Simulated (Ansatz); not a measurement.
## Be: from a starting cell to a relaxed one

The start is a randomly generated symmetric cell of Be (space group No. 71). The cell and all atomic positions are relaxed at zero pressure with PBEsol (plane waves to 420 eV, PAW, scalar-relativistic; Ansatz, a quantum-chemistry and plane-wave program). The first steps use a coarse 23×23×23 k-mesh.

Input geometry:
```yaml
crystal:
  lattice:
    - [-0.77361, 1.63536, 1.76866]
    - [0.77361, -1.63536, 1.76866]
    - [0.77361, 1.63536, -1.76866]
  atoms:
    - { symbol: Be, position: [0.00000, 0.00000, 0.00000] }
```

```json
{
  "initial_pressure": "+51.2 GPa (positive: the cell is compressed)",
  "outcome": "The space group goes from Immm (No. 71) to Fm-3m (No. 225); the end is fcc (Cu type), with 1 atom in the primitive cell",
  "volume_change": "-12.9 %, from 8.95 to 7.80 Å³/atom",
  "Shortest distances (start → end)": "The closest pairs of elements (up to four, under 3.6 Å), start → end: Be–Be 1.55 → 2.23 Å",
  "band_gap_at_the_end": "zero (metallic)",
  "optimiser_moves": "19"
}
```

The end point of the relaxation:

```cif
data_Be4
_chemical_formula_sum 'Be4'
_space_group_name_H-M_alt 'Fm-3m'
_space_group_IT_number 225
_space_group_name_Hall '-F 4 2 3'
_cell_length_a 3.14758
_cell_length_b 3.14758
_cell_length_c 3.14758
_cell_angle_alpha 90.000
_cell_angle_beta 90.000
_cell_angle_gamma 90.000
loop_
_atom_site_label
_atom_site_type_symbol
_atom_site_symmetry_multiplicity
_atom_site_Wyckoff_symbol
_atom_site_fract_x
_atom_site_fract_y
_atom_site_fract_z
_atom_site_occupancy
Be1 Be 4 a 0.00000 0.00000 0.00000 1
```
(The calculation used a cell of 1 atom; values per cell refer to that cell.)

Final values are on a 25×25×25 k-mesh of the relaxed cell. No spin polarisation in the result.

The run could not lose the symmetry of its start; a randomly shaken copy of 2 atoms returns to this structure.

The relaxed structure here is a generated cell of Be: the first start was made by a random draw of sites in a space group, and the end was not matched to a known phase here, so it may be hypothetical. Known forms of Be include space group No. 194.
